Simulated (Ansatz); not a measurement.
RbCrSe$_{2}$:
```yaml
crystal:
  lattice:
    - [1.92492, 1.11135, 7.75447]
    - [-1.92492, 1.11135, 7.75447]
    - [0.00000, -2.22271, 7.75447]
  atoms:
    - { symbol: Rb, position: [0.16594, 0.16594, 0.16594] }
    - { symbol: Cr, position: [0.99778, 0.99778, 0.99778] }
    - { symbol: Se, position: [0.38861, 0.38861, 0.38861] }
    - { symbol: Se, position: [0.60738, 0.60738, 0.60738] }
```
The run is spin-polarised; directions of the spins, atom by atom: 0 ↑ 0 0.

Relaxed with r²SCAN.

Which orbitals make up the states near the band edges in DFT-r²SCAN in the program Ansatz with PAW potentials?

Top 1 eV of the valence band: Se 4p 66 %, Cr 3d 28 %. Bottom 1 eV of the conduction band: Cr 3d 50 %, Se 4p 39 %. Projections are on Löwdin-orthogonalised atomic valence shells; empty p or d shells of many metals are not among them.

Tabulate the density of states.

States/eV per cell of 4 atoms, in 0.25 eV bins, energy from the valence-band maximum.

```tsv
E (eV)	total	Se 4p	Cr 3d	Rb 5s
-7.86	0.00	0.00	0.00	0.00
-7.61	0.00	0.00	0.00	0.00
-7.36	0.00	0.00	0.00	0.00
-7.11	0.00	0.00	0.00	0.00
-6.86	0.00	0.00	0.00	0.00
-6.61	0.00	0.00	0.00	0.00
-6.36	0.00	0.00	0.00	0.00
-6.11	0.00	0.00	0.00	0.00
-5.86	0.00	0.00	0.00	0.00
-5.61	0.00	0.00	0.00	0.00
-5.36	0.00	0.00	0.00	0.00
-5.11	0.00	0.00	0.00	0.00
-4.86	0.13	0.08	0.02	0.00
-4.61	0.72	0.47	0.13	0.00
-4.36	1.48	1.05	0.20	0.01
-4.11	1.81	1.29	0.24	0.02
-3.86	3.00	2.13	0.52	0.04
-3.61	5.51	4.49	0.61	0.08
-3.36	2.40	1.86	0.36	0.03
-3.11	1.30	0.92	0.31	0.01
-2.86	2.80	1.65	1.02	0.02
-2.61	3.67	2.08	1.47	0.02
-2.36	3.24	2.13	0.97	0.03
-2.11	5.83	3.96	1.67	0.04
-1.86	4.51	3.02	1.35	0.02
-1.61	3.96	2.68	1.14	0.01
-1.36	5.04	1.96	2.87	0.02
-1.11	4.71	2.10	2.41	0.04
-0.86	3.93	2.32	1.39	0.06
-0.61	3.12	2.04	0.89	0.07
-0.36	1.89	1.40	0.41	0.01
-0.11	0.97	0.81	0.13	0.00
0.14	0.00	0.00	0.00	0.00
0.39	0.00	0.00	0.00	0.00
0.64	0.00	0.00	0.00	0.00
0.89	0.00	0.00	0.00	0.00
1.14	0.00	0.00	0.00	0.00
1.39	0.33	0.09	0.17	0.03
1.64	2.66	0.95	1.36	0.09
1.89	2.49	0.97	1.24	0.03
2.14	2.19	0.96	1.06	0.02
2.39	1.93	0.38	1.33	0.04
2.64	2.30	0.09	1.95	0.06
2.89	3.09	0.23	2.35	0.20
3.14	4.73	0.35	3.76	0.19
3.39	2.56	0.30	1.86	0.12
3.64	5.38	0.77	3.45	0.32
3.89	2.65	0.42	0.99	0.41
4.14	1.92	0.21	0.32	0.48
4.39	1.93	0.18	0.30	0.45
4.64	1.24	0.07	0.13	0.28
4.89	0.63	0.02	0.03	0.08
5.14	0.53	0.03	0.01	0.02
5.39	1.88	0.09	0.02	0.13
5.64	3.40	0.13	0.06	0.25
5.89	2.99	0.11	0.08	0.28
6.14	2.87	0.12	0.03	0.27
```

Space group R3m. The first step of the workflow began from a Materials Project structure, measured or hypothetical; the Crystallography Open Database copy checked does not list it. Whether it is the stable phase at ambient conditions was not checked. The cell was relaxed with r²SCAN under the symmetry of its start; its stability against distortions is not shown here. Spin order of the final state: ferromagnetic, the only order run, not a proven ground state. The cell computed holds one magnetic atom, so no antiferromagnetic order was within reach. Other orbital occupations within this spin state were not tried. No Hubbard U is applied. Spin–orbit coupling is left out wherever it is not named.

Potentials: the later of the program's two PAW sets.
